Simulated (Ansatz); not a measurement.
Relaxed-ion elastic tensor of Ge$_{3}$N$_{4}$ in space group P6_3/m (No. 176; Ge on 6h, N on 2c, N on 6h) in GPa (Voigt order), plane-wave PAW LDA (Ansatz code); density 5.38 g/cm³, 12.09 Å³ per atom.

```json
[
 {"": "1", "1": "312", "2": "166", "3": "101", "4": "0.0", "5": "0.0", "6": "0.0"},
 {"": "2", "1": "166", "2": "312", "3": "101", "4": "0.0", "5": "0.0", "6": "0.0"},
 {"": "3", "1": "101", "2": "101", "3": "431", "4": "0.0", "5": "0.0", "6": "0.0"},
 {"": "4", "1": "0.0", "2": "0.0", "3": "0.0", "4": "67.5", "5": "0.0", "6": "0.0"},
 {"": "5", "1": "0.0", "2": "0.0", "3": "0.0", "4": "0.0", "5": "67.5", "6": "0.0"},
 {"": "6", "1": "0.0", "2": "0.0", "3": "0.0", "4": "0.0", "5": "0.0", "6": "73.0"}
]
```

**Question.** Is the crystal mechanically stable?

**Answer.** Yes: the smallest eigenvalue of C is 67.5 GPa.

**Question.** Work out the Voigt, Reuss and Hill averages.

**Answer.** K_V = 199, K_R = 198, K_H = 199; G_V = 87.4, G_R = 78.8, G_H = 83.1 GPa.

**Question.** Give Young's modulus, Poisson's ratio, Pugh's ratio and the universal anisotropy index.

**Answer.** E = 9KG/(3K + G) = 219 GPa; ν = 0.32; K/G = 2.39 (ductile by the Pugh limit of 1.75); A_U = 5G_V/G_R + K_V/K_R − 6 = 0.55.

**Question.** Estimate the sound speeds and the Debye temperature.

**Answer.** v_l = √((K + 4G/3)/ρ) = 7590 m/s, v_t = √(G/ρ) = 3930 m/s, mean 4400 m/s; Θ = (h/k)(3n/4πV)^(1/3) v_m = 571 K.

**Question.** Solve the Christoffel equation for the three sound speeds along x, y, z.

**Answer.** Eigenvalues of C_ijkl n_j n_l equal ρv². In km/s, slowest first: x 3.54, 3.69, 7.62; y 3.54, 3.69, 7.62; z 3.54, 3.54, 8.96.

**Question.** How much does each axis shrink under pressure?

**Answer.** Linear compressibilities β_i = Σ_j S_ij (j = 1 to 3): x 1.8, y 1.8, z 1.5 per TPa.

Symmetry was held in the LDA relaxation; of distortions, only those at the zone centre were tested.

Potentials: the later of the program's two PAW sets.
